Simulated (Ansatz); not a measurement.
Chalcopyrite alloy of ZnSiP2 and MgSiP2 (12 of 16 Zn sites exchanged), 64 atoms

Ansatz, PAW, plane waves. PBEsol relaxation of cell lengths and atoms (angles held) at the single k point (¼, ¼, ¼) without its symmetry partners; single points on the relaxed atoms at the Γ point alone, onto which points of the small cell's zone fold. Arrangement: quasirandom. No spin–orbit coupling unless named.

Relaxed structure:

```
Zn Mg Si P
1.0
    11.22236   -0.00007   -0.00001
    -0.00007   11.22119   -0.00001
    -0.00001   -0.00001   10.28016
Zn Mg Si P
4 12 16 32
Direct
  0.00057 0.99960 0.00100
  0.50161 0.75038 0.25026
  0.24861 0.99973 0.75007
  0.25028 0.24993 0.50062
  0.99893 0.50138 0.99803
  0.49952 0.99996 0.00082
  0.50187 0.50115 0.99962
  0.00057 0.25023 0.24755
  0.99836 0.74863 0.25116
  0.49938 0.25023 0.25211
  0.25041 0.49803 0.75403
  0.75141 0.00150 0.74838
  0.75081 0.49913 0.74896
  0.25161 0.74815 0.49869
  0.75034 0.25052 0.50004
  0.74838 0.75007 0.50328
  0.00656 0.00314 0.49939
  0.00511 0.49697 0.50295
  0.49406 0.00073 0.49833
  0.49726 0.50025 0.49882
  0.25095 0.99876 0.25060
  0.25395 0.50004 0.24754
  0.75009 0.99848 0.25043
  0.74830 0.50416 0.25087
  0.24853 0.24377 0.99874
  0.24988 0.75574 0.00343
  0.75301 0.24746 0.99830
  0.75127 0.75511 0.99955
  0.00653 0.24436 0.75075
  0.00410 0.75611 0.75151
  0.49523 0.24695 0.74585
  0.49612 0.75420 0.75104
  0.14038 0.11632 0.12071
  0.14502 0.62540 0.12461
  0.64636 0.12554 0.12658
  0.64178 0.63432 0.12930
  0.12041 0.12461 0.62398
  0.10716 0.62525 0.62862
  0.60323 0.12385 0.62152
  0.59976 0.62476 0.62803
  0.35510 0.37140 0.12116
  0.36268 0.87072 0.13321
  0.85235 0.37816 0.12361
  0.86137 0.88039 0.12110
  0.36760 0.11174 0.37830
  0.38141 0.61037 0.36711
  0.87529 0.10471 0.37637
  0.87641 0.60238 0.37975
  0.13374 0.39058 0.37889
  0.12601 0.89350 0.37409
  0.62520 0.39681 0.37629
  0.61773 0.89033 0.37115
  0.12461 0.35277 0.87831
  0.12608 0.86935 0.87765
  0.62401 0.35016 0.87179
  0.62508 0.85765 0.87286
  0.38742 0.37063 0.61890
  0.38664 0.88068 0.62968
  0.89975 0.37056 0.62764
  0.89932 0.87864 0.62335
  0.36929 0.13707 0.86918
  0.37279 0.64887 0.87753
  0.88277 0.13741 0.87937
  0.87606 0.64953 0.87353
```

(1) What are the mean bond lengths by pair (pairs within 1.2 times the sum of covalent radii, less contacts 15 % beyond the pair's median; cation–cation pairs of compounds aside; long ionic contacts are cut short by that bound)?

(2) What gap lies between the top filled and the lowest empty level in the single points?

## Answers

(1) Mg–P 2.521 ± 0.014 Å (standard deviation, 48 bonds); P–Si 2.252 ± 0.013 Å (standard deviation, 64 bonds); P–Zn 2.391 ± 0.005 Å (standard deviation, 16 bonds).

(2) HSE06 1.97 eV (3.6 min on 7 threads of Neoverse-V2); r²SCAN 1.55 eV (31 s on 7 threads of Neoverse-V2).
